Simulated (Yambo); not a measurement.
Optical response of LiBaF3

```
LiBaF3
1.0
    3.98858     0.00000     0.00000
    0.00000     3.98858     0.00000
    0.00000     0.00000     3.98858
Li F Ba
1 3 1
Direct
  0.50000   0.50000   0.50000
  0.00000   0.50000   0.50000
  0.50000   0.00000   0.50000
  0.50000   0.50000   0.00000
  0.00000   0.00000   0.00000
```

Yambo, RPA with local fields on PBEsol bands; 10×10×10 mesh, 52 bands, 3 Ry local-field block, 0.2 eV broadening; field along x.

| E (eV) | Im ε | Re ε | Im ε, independent particles |
|---|---|---|---|
| 0.0 | 0.00 | 2.54 | 0.00 |
| 0.5 | 0.00 | 2.54 | 0.00 |
| 1.0 | 0.00 | 2.55 | 0.00 |
| 1.5 | 0.01 | 2.56 | 0.01 |
| 2.0 | 0.01 | 2.58 | 0.01 |
| 2.5 | 0.01 | 2.61 | 0.01 |
| 3.0 | 0.02 | 2.64 | 0.02 |
| 3.5 | 0.02 | 2.68 | 0.02 |
| 4.0 | 0.02 | 2.73 | 0.03 |
| 4.5 | 0.03 | 2.80 | 0.03 |
| 5.0 | 0.04 | 2.88 | 0.04 |
| 5.5 | 0.05 | 2.99 | 0.05 |
| 6.0 | 0.06 | 3.13 | 0.07 |
| 6.5 | 0.09 | 3.32 | 0.10 |
| 7.0 | 0.15 | 3.60 | 0.16 |
| 7.5 | 0.36 | 4.05 | 0.38 |
| 8.0 | 0.86 | 4.51 | 0.90 |
| 8.5 | 1.88 | 4.68 | 1.93 |
| 9.0 | 3.05 | 4.52 | 3.15 |
| 9.5 | 3.99 | 3.01 | 4.20 |
| 10.0 | 3.37 | 1.69 | 3.55 |
| 10.5 | 2.66 | 1.59 | 2.80 |
| 11.0 | 3.05 | 1.47 | 3.17 |
| 11.5 | 2.40 | 0.78 | 2.38 |
| 12.0 | 2.05 | 0.82 | 2.02 |
| 12.5 | 1.86 | 0.63 | 1.81 |
| 13.0 | 1.44 | 0.60 | 1.39 |
| 13.5 | 1.15 | 0.74 | 1.10 |
| 14.0 | 1.00 | 0.73 | 0.88 |
| 14.5 | 0.71 | 0.93 | 0.63 |
| 15.0 | 0.59 | 1.20 | 0.73 |
| 15.5 | 0.62 | 1.51 | 1.19 |
| 16.0 | 0.76 | 1.71 | 1.76 |
| 16.5 | 0.98 | 1.73 | 2.42 |
| 17.0 | 1.25 | 1.86 | 2.87 |
| 17.5 | 1.37 | 1.57 | 3.72 |
| 18.0 | 1.49 | 1.49 | 4.15 |
| 18.5 | 1.34 | 1.32 | 5.07 |
| 19.0 | 1.15 | 1.27 | 3.84 |
| 19.5 | 1.04 | 1.59 | 1.90 |
| 20.0 | 1.24 | 1.93 | 1.49 |

Structure narrower than a few tenths of an eV can come from the finite k mesh. Convergence of the RPA response with its 10×10×10 mesh was not tested. No excitonic effects at this level.

The cell is held in this high symmetry; tilts and polar distortions were not searched.

Geometry of the Materials Project entry, not relaxed at this level.

The structure is a Materials Project entry; no match was found in the copy of COD used, and its stability was not checked.
